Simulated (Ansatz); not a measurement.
Relaxed-ion elastic tensor of Ti (fcc (Cu type), Fm-3m) in GPa (Voigt order), plane-wave PAW PBEsol (Ansatz code); density 4.77 g/cm³, 16.68 Å³ per atom.

```
 133   106   106   0.0   0.0   0.0
 106   133   106   0.0   0.0   0.0
 106   106   133   0.0   0.0   0.0
 0.0   0.0   0.0  61.5   0.0   0.0
 0.0   0.0   0.0   0.0  61.5   0.0
 0.0   0.0   0.0   0.0   0.0  61.5
```

**Question.** Is the crystal mechanically stable?

**Answer.** Yes: the smallest eigenvalue of C is 27.6 GPa.

**Question.** Work out the Voigt, Reuss and Hill averages.

**Answer.** K_V = 115, K_R = 115, K_H = 115; G_V = 42.4, G_R = 25.8, G_H = 34.1 GPa.

**Question.** Give Young's modulus, Poisson's ratio, Pugh's ratio and the universal anisotropy index.

**Answer.** E = 9KG/(3K + G) = 93.1 GPa; ν = 0.36; K/G = 3.37 (ductile by the Pugh limit of 1.75); A_U = 5G_V/G_R + K_V/K_R − 6 = 3.23.

**Question.** Estimate the sound speeds and the Debye temperature.

**Answer.** v_l = √((K + 4G/3)/ρ) = 5800 m/s, v_t = √(G/ρ) = 2670 m/s, mean 3010 m/s; Θ = (h/k)(3n/4πV)^(1/3) v_m = 351 K.

**Question.** Give the Zener ratio and Young's modulus along [100], [110] and [111].

**Answer.** A = 2C44/(C11 − C12) = 4.46; 1/E = S11 − 2(S11 − S12 − S44/2)Γ with Γ = 0, 1/4, 1/3 gives 39.7, 90.2, 157 GPa.

**Question.** Solve the Christoffel equation for the three sound speeds along [100], [110], [111].

**Answer.** Eigenvalues of C_ijkl n_j n_l equal ρv². In km/s, slowest first: [100] 3.59, 3.59, 5.29; [110] 1.70, 3.59, 6.16; [111] 2.50, 2.50, 6.43.

The workflow started from an entry of the Crystallography Open Database (COD), which files this formula under 3 space groups. It is not the phase usual at ambient conditions (space group No. 194). Symmetry was held in the PBEsol relaxation; its stability against distortions is not shown here. No spin polarisation was allowed. As this level gives no gap, shear constants depend on the k-mesh and smearing (Fermi–Dirac, 0.1 eV here).

Potentials: the later of the program's two PAW sets.
